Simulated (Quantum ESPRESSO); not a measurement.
## Al6GaMgON7 (one run as intended and one with a planted mistake)

A calculation, not a measurement. The program is pw.x of Quantum ESPRESSO 7.5 (plane-wave density functional theory). The cell is made up: 16 atoms on a doubled wurtzite lattice, with randomly drawn elements, strain and displacements, not relaxed. PseudoDojo standard norm-conserving files (v0.5 for PBE, v0.4.1 for LDA and PBEsol) set the functional; there is no spin polarisation, spin-orbit coupling or dispersion term, and the masses in the input are unused placeholders.

Intended input:

```
&control calculation='scf', pseudo_dir='./dojo.nc.sr.pbe.v0_5.standard.upf', outdir='./o', disk_io='low', tprnfor=.true., tstress=.true. /
&system ibrav=0, nat=16, ntyp=5, nbnd=47, ecutwfc=84.00895049, nosym=.true., tot_charge=0,
 occupations='smearing', smearing='fd', degauss=0.0018374661
/
&electrons conv_thr=7.350e-09, electron_maxstep=60, /
ATOMIC_SPECIES
Al 1.0 Al.upf
Ga 1.0 Ga.upf
Mg 1.0 Mg.upf
N 1.0 N.upf
O 1.0 O.upf
CELL_PARAMETERS angstrom
3.1807 -0.0281 0.0046
-0.0487 5.4747 -0.0753
0.0151 -0.142 10.596
ATOMIC_POSITIONS angstrom
Al -0.0168 0.0046 0.0485
Al 1.5698 2.7352 -0.0455
Ga 1.5428 0.7814 2.7392
Mg 0.0911 3.6111 2.6341
Al -0.0178 -0.0486 5.3409
Al 1.6184 2.578 5.1778
Al 1.5253 0.786 7.9858
Al -0.0396 3.4992 7.8957
O 0.0393 -0.0223 1.989
N 1.5382 2.6782 1.8573
N 1.5309 0.9014 4.6611
N -0.0098 3.6021 4.5147
N -0.0223 -0.1647 7.2087
N 1.5753 2.6528 7.3208
N 1.5765 0.7675 9.9902
N 0.0543 3.5227 9.8971
K_POINTS automatic
7 4 2 1 1 1
```

The log is shortened where brackets say so; the opening notice, blank lines, dates and the lines on written files are dropped, and the path of the files is cut. It prints rydbergs, bohrs and kilobars, and counts compression as positive stress. Where no state is partly filled, the Fermi energy that it prints is only some level between the filled and the empty states on the mesh, and need not lie in the true gap.

Log of the intended run:

```
     Program PWSCF v.7.5
     Parallel version (MPI & OpenMP), running on       4 processor cores
     Number of MPI processes:                 4
     Threads/MPI process:                     1
     [start-up lines left out]
     bravais-lattice index     =            0
     lattice parameter (alat)  =       6.0109  a.u.
     unit-cell volume          =    1244.8203 (a.u.)^3
     number of atoms/cell      =           16
     number of atomic types    =            5
     number of electrons       =        82.00
     number of Kohn-Sham states=           47
     kinetic-energy cutoff     =      84.0090  Ry
     charge density cutoff     =     336.0358  Ry
     scf convergence threshold =      7.3E-09
     mixing beta               =       0.7000
     number of iterations used =            8  plain     mixing
     Exchange-correlation= PBE
                           (   1   4   3   4   0   0   0)
     [axes and pseudopotential details left out]
   Cartesian axes
     site n.     atom                  positions (alat units)
         1        Al     tau(   1) = (  -0.0052816   0.0014462   0.0152476  )
         2        Al     tau(   2) = (   0.4935194   0.8599020  -0.0143045  )
         3        Ga     tau(   3) = (   0.4850310   0.2456593   0.8611596  )
         4        Mg     tau(   4) = (   0.0286403   1.1352706   0.8281179  )
         5        Al     tau(   5) = (  -0.0055960  -0.0152790   1.6790914  )
         6        Al     tau(   6) = (   0.5087984   0.8104809   1.6278154  )
         7        Al     tau(   7) = (   0.4795293   0.2471055   2.5106046  )
         8        Al     tau(   8) = (  -0.0124496   1.1000911   2.4822786  )
         9        O      tau(   9) = (   0.0123553  -0.0070108   0.6253090  )
        10        N      tau(  10) = (   0.4835849   0.8419822   0.5839047  )
        11        N      tau(  11) = (   0.4812899   0.2833854   1.4653734  )
        12        N      tau(  12) = (  -0.0030810   1.1324412   1.4193477  )
        13        N      tau(  13) = (  -0.0070108  -0.0517790   2.2662971  )
        14        N      tau(  14) = (   0.4952485   0.8339968   2.3015395  )
        15        N      tau(  15) = (   0.4956258   0.2412894   3.1407551  )
        16        N      tau(  16) = (   0.0170710   1.1074791   3.1114860  )
     number of k points=    28  Fermi-Dirac smearing, width (Ry)=  0.0018
                       cart. coord. in units 2pi/alat
        k(    1) = (   0.0719781   0.0743104   0.0759411), wk =   0.0714286
        k(    2) = (   0.0721770   0.0722473  -0.0741825), wk =   0.0714286
     [further k points left out]
     Dense  grid:   129541 G-vectors     FFT dimensions: (  36,  64, 120)
     Estimated max dynamical RAM per process >     286.00 MB
     Estimated total dynamical RAM >       1.02 GB
     Initial potential from superposition of free atoms
     starting charge      81.9818, renormalised to      82.0000
     Starting wfcs are   70 randomized atomic wfcs
     total cpu time spent up to now is        8.0 secs
     per-process dynamical memory:   203.5 Mb
     Self-consistent Calculation
     iteration #  1     ecut=    84.01 Ry     beta= 0.70
     Davidson diagonalization with overlap
     ethr =  1.00E-02,  avg # of iterations =  3.0
     total cpu time spent up to now is       19.6 secs
     total energy              =    -476.87413662 Ry
     estimated scf accuracy    <       5.00223132 Ry
     iteration #  2     ecut=    84.01 Ry     beta= 0.70
     Davidson diagonalization with overlap
     ethr =  6.10E-03,  avg # of iterations =  3.0
     total cpu time spent up to now is       30.7 secs
     total energy              =    -478.01883766 Ry
     estimated scf accuracy    <       5.52744613 Ry
     [iterations 3 to 14 left out]
     iteration # 15     ecut=    84.01 Ry     beta= 0.70
     Davidson diagonalization with overlap
     ethr =  5.37E-11,  avg # of iterations =  2.0
     total cpu time spent up to now is      154.5 secs
     total energy              =    -479.11437944 Ry
     estimated scf accuracy    <       0.00000001 Ry
     iteration # 16     ecut=    84.01 Ry     beta= 0.70
     Davidson diagonalization with overlap
     ethr =  1.50E-11,  avg # of iterations =  2.0
     total cpu time spent up to now is      162.0 secs
     End of self-consistent calculation
     [lines on levels left out]
     the Fermi energy is     8.6401 ev
!    total energy              =    -479.11437944 Ry
     estimated scf accuracy    <          2.6E-09 Ry
     smearing contrib. (-TS)   =      -0.00000000 Ry
     internal energy E=F+TS    =    -479.11437944 Ry
     The total energy is F=E-TS. E is the sum of the following terms:
     one-electron contribution =    -323.94761245 Ry
     hartree contribution      =     210.00859694 Ry
     xc contribution           =    -122.82541918 Ry
     ewald contribution        =    -242.34994474 Ry
     convergence has been achieved in  16 iterations
     Forces acting on atoms (cartesian axes, Ry/au):
     atom    1 type  1   force =     0.00297285    0.00092703   -0.04809363
     atom    2 type  1   force =     0.01743018    0.00064898    0.03965824
     atom    3 type  2   force =     0.03527028    0.15131731   -0.03561807
     atom    4 type  3   force =    -0.06317251   -0.04331241   -0.05215286
     atom    5 type  1   force =    -0.00809296   -0.05992568   -0.01635376
     atom    6 type  1   force =    -0.01185011    0.17085546    0.03375919
     atom    7 type  1   force =     0.01672080   -0.01265110   -0.02583631
     atom    8 type  1   force =     0.02011732    0.03187506    0.00493373
     atom    9 type  5   force =    -0.03802725   -0.00976983   -0.04346954
     atom   10 type  4   force =     0.06099847   -0.07992796   -0.01662827
     atom   11 type  4   force =     0.01749900   -0.12207021   -0.00525932
     atom   12 type  4   force =     0.00129886   -0.00119901    0.14528420
     atom   13 type  4   force =    -0.00705759    0.04336615    0.06998207
     atom   14 type  4   force =    -0.01741586   -0.05851634   -0.02603353
     atom   15 type  4   force =     0.00842191   -0.03113552   -0.01483424
     atom   16 type  4   force =    -0.03511339    0.01951808   -0.00933790
     Total force =     0.373498     Total SCF correction =     0.000028
     Computing stress (Cartesian axis) and pressure
          total   stress  (Ry/bohr**3)                   (kbar)     P=      -56.63
  -0.00023067   0.00012667  -0.00004757          -33.93       18.63       -7.00
   0.00012667  -0.00026615   0.00034417           18.63      -39.15       50.63
  -0.00004757   0.00034417  -0.00065813           -7.00       50.63      -96.81
     init_run     :      6.24s CPU      6.59s WALL (       1 calls)
     electrons    :    152.38s CPU    154.00s WALL (       1 calls)
     forces       :      1.71s CPU      1.75s WALL (       1 calls)
     stress       :      5.16s CPU      5.39s WALL (       1 calls)
     [timing details left out]
     PWSCF        :   2m46.97s CPU   2m49.27s WALL
     JOB DONE.
```

A second run has one planted mistake: the cell and the positions are scaled by a wrong factor. The input lines that differ, file-writing options aside:

```
- 3.1807 -0.0281 0.0046
+ 3.2093 -0.0284 0.0046
- -0.0487 5.4747 -0.0753
+ -0.0491 5.524 -0.076
- 0.0151 -0.142 10.596
+ 0.0152 -0.1433 10.6914
- Al -0.0168 0.0046 0.0485
+ Al -0.017 0.0046 0.0489
- Al 1.5698 2.7352 -0.0455
+ Al 1.5839 2.7598 -0.0459
- Ga 1.5428 0.7814 2.7392
+ Ga 1.5567 0.7884 2.7639
- Mg 0.0911 3.6111 2.6341
+ Mg 0.0919 3.6436 2.6578
- Al -0.0178 -0.0486 5.3409
+ Al -0.018 -0.049 5.389
- Al 1.6184 2.578 5.1778
+ Al 1.633 2.6012 5.2244
- Al 1.5253 0.786 7.9858
+ Al 1.539 0.7931 8.0577
- Al -0.0396 3.4992 7.8957
+ Al -0.04 3.5307 7.9668
- O 0.0393 -0.0223 1.989
+ O 0.0397 -0.0225 2.0069
- N 1.5382 2.6782 1.8573
+ N 1.552 2.7023 1.874
- N 1.5309 0.9014 4.6611
+ N 1.5447 0.9095 4.703
- N -0.0098 3.6021 4.5147
+ N -0.0099 3.6345 4.5553
- N -0.0223 -0.1647 7.2087
+ N -0.0225 -0.1662 7.2736
- N 1.5753 2.6528 7.3208
+ N 1.5895 2.6767 7.3867
- N 1.5765 0.7675 9.9902
+ N 1.5907 0.7744 10.0801
- N 0.0543 3.5227 9.8971
+ N 0.0548 3.5544 9.9862
```

Its log:

```
     Program PWSCF v.7.5
     Parallel version (MPI & OpenMP), running on       4 processor cores
     Number of MPI processes:                 4
     Threads/MPI process:                     1
     [start-up lines left out]
     bravais-lattice index     =            0
     lattice parameter (alat)  =       6.0649  a.u.
     unit-cell volume          =    1278.7339 (a.u.)^3
     number of atoms/cell      =           16
     number of atomic types    =            5
     number of electrons       =        82.00
     number of Kohn-Sham states=           47
     kinetic-energy cutoff     =      84.0090  Ry
     charge density cutoff     =     336.0358  Ry
     scf convergence threshold =      7.3E-09
     mixing beta               =       0.7000
     number of iterations used =            8  plain     mixing
     Exchange-correlation= PBE
                           (   1   4   3   4   0   0   0)
     [axes and pseudopotential details left out]
   Cartesian axes
     site n.     atom                  positions (alat units)
         1        Al     tau(   1) = (  -0.0052969   0.0014333   0.0152364  )
         2        Al     tau(   2) = (   0.4935146   0.8599038  -0.0143016  )
         3        Ga     tau(   3) = (   0.4850396   0.2456512   0.8611812  )
         4        Mg     tau(   4) = (   0.0286344   1.1352798   0.8281224  )
         5        Al     tau(   5) = (  -0.0056085  -0.0152675   1.6791149  )
         6        Al     tau(   6) = (   0.5088133   0.8104869   1.6278285  )
         7        Al     tau(   7) = (   0.4795246   0.2471156   2.5106335  )
         8        Al     tau(   8) = (  -0.0124633   1.1001022   2.4823108  )
         9        O      tau(   9) = (   0.0123698  -0.0070106   0.6253137  )
        10        N      tau(  10) = (   0.4835751   0.8419878   0.5839045  )
        11        N      tau(  11) = (   0.4813006   0.2833837   1.4653697  )
        12        N      tau(  12) = (  -0.0030847   1.1324444   1.4193491  )
        13        N      tau(  13) = (  -0.0070106  -0.0517849   2.2663222  )
        14        N      tau(  14) = (   0.4952594   0.8340113   2.3015621  )
        15        N      tau(  15) = (   0.4956333   0.2412890   3.1407768  )
        16        N      tau(  16) = (   0.0170747   1.1074867   3.1115193  )
     number of k points=    28  Fermi-Dirac smearing, width (Ry)=  0.0018
                       cart. coord. in units 2pi/alat
        k(    1) = (   0.0719802   0.0743093   0.0759406), wk =   0.0714286
        k(    2) = (   0.0721771   0.0722456  -0.0741813), wk =   0.0714286
     [further k points left out]
     Dense  grid:   133021 G-vectors     FFT dimensions: (  36,  64, 120)
     Estimated max dynamical RAM per process >     293.03 MB
     Estimated total dynamical RAM >       1.05 GB
     Initial potential from superposition of free atoms
     starting charge      81.9818, renormalised to      82.0000
     Starting wfcs are   70 randomized atomic wfcs
     total cpu time spent up to now is        5.5 secs
     per-process dynamical memory:   208.5 Mb
     Self-consistent Calculation
     iteration #  1     ecut=    84.01 Ry     beta= 0.70
     Davidson diagonalization with overlap
     ethr =  1.00E-02,  avg # of iterations =  2.9
     total cpu time spent up to now is       12.8 secs
     total energy              =    -476.84618235 Ry
     estimated scf accuracy    <       4.97665084 Ry
     iteration #  2     ecut=    84.01 Ry     beta= 0.70
     Davidson diagonalization with overlap
     ethr =  6.07E-03,  avg # of iterations =  3.0
     total cpu time spent up to now is       20.1 secs
     total energy              =    -477.96229737 Ry
     estimated scf accuracy    <       5.79392438 Ry
     [iterations 3 to 14 left out]
     iteration # 15     ecut=    84.01 Ry     beta= 0.70
     Davidson diagonalization with overlap
     ethr =  7.85E-11,  avg # of iterations =  2.0
     total cpu time spent up to now is      112.7 secs
     total energy              =    -479.09683938 Ry
     estimated scf accuracy    <       0.00000002 Ry
     iteration # 16     ecut=    84.01 Ry     beta= 0.70
     Davidson diagonalization with overlap
     ethr =  2.13E-11,  avg # of iterations =  2.0
     total cpu time spent up to now is      120.0 secs
     End of self-consistent calculation
     [lines on levels left out]
     the Fermi energy is     8.2492 ev
!    total energy              =    -479.09683938 Ry
     estimated scf accuracy    <          4.0E-09 Ry
     smearing contrib. (-TS)   =      -0.00000000 Ry
     internal energy E=F+TS    =    -479.09683938 Ry
     The total energy is F=E-TS. E is the sum of the following terms:
     one-electron contribution =    -326.93631369 Ry
     hartree contribution      =     210.59153933 Ry
     xc contribution           =    -122.56543687 Ry
     ewald contribution        =    -240.18662815 Ry
     convergence has been achieved in  16 iterations
     Forces acting on atoms (cartesian axes, Ry/au):
     atom    1 type  1   force =     0.00424564    0.00075887   -0.04816797
     atom    2 type  1   force =     0.01559625   -0.00081425    0.03973534
     atom    3 type  2   force =     0.03107110    0.14679606   -0.03464163
     atom    4 type  3   force =    -0.05922632   -0.04351685   -0.04912459
     atom    5 type  1   force =    -0.00639572   -0.05897091   -0.01401337
     atom    6 type  1   force =    -0.01101066    0.16066444    0.02871120
     atom    7 type  1   force =     0.01547160   -0.01181953   -0.02591638
     atom    8 type  1   force =     0.01862000    0.02956941    0.00299333
     atom    9 type  5   force =    -0.03384957   -0.00838454   -0.04044963
     atom   10 type  4   force =     0.05659663   -0.07592154   -0.01745656
     atom   11 type  4   force =     0.01629764   -0.11354780   -0.00477210
     atom   12 type  4   force =     0.00036399   -0.00124766    0.13962885
     atom   13 type  4   force =    -0.00567834    0.04193037    0.06613227
     atom   14 type  4   force =    -0.01590173   -0.05532272   -0.02170326
     atom   15 type  4   force =     0.00733924   -0.02909885   -0.01326702
     atom   16 type  4   force =    -0.03353975    0.01892551   -0.00768850
     Total force =     0.354705     Total SCF correction =     0.000033
     Computing stress (Cartesian axis) and pressure
          total   stress  (Ry/bohr**3)                   (kbar)     P=      -94.59
  -0.00049162   0.00011701  -0.00004653          -72.32       17.21       -6.84
   0.00011701  -0.00053194   0.00032276           17.21      -78.25       47.48
  -0.00004653   0.00032276  -0.00090547           -6.84       47.48     -133.20
     init_run     :      5.05s CPU      5.34s WALL (       1 calls)
     electrons    :    113.67s CPU    114.45s WALL (       1 calls)
     forces       :      1.87s CPU      1.90s WALL (       1 calls)
     stress       :      5.46s CPU      5.70s WALL (       1 calls)
     [timing details left out]
     PWSCF        :   2m 6.32s CPU   2m 7.74s WALL
     JOB DONE.
```

|  | intended run | run with the mistake |
| --- | --- | --- |
| free energy (eV) | -6518.683 | -6518.445 |
| smearing term -TS (eV) | 0.0000 | 0.0000 |
| pressure (GPa) | -5.66 | -9.46 |
| largest force component (eV/Å) | 4.393 | 4.131 |
| largest change of a force component (eV/Å) |  | 0.262 |
| iterations | 16 | 16 |

For scale, a rerun of the intended cell at 1437 eV and a 9 x 6 x 4 mesh moved values by no more than 0.004 eV in energy, 0.02 GPa in stress and 0.004 eV/Å in force.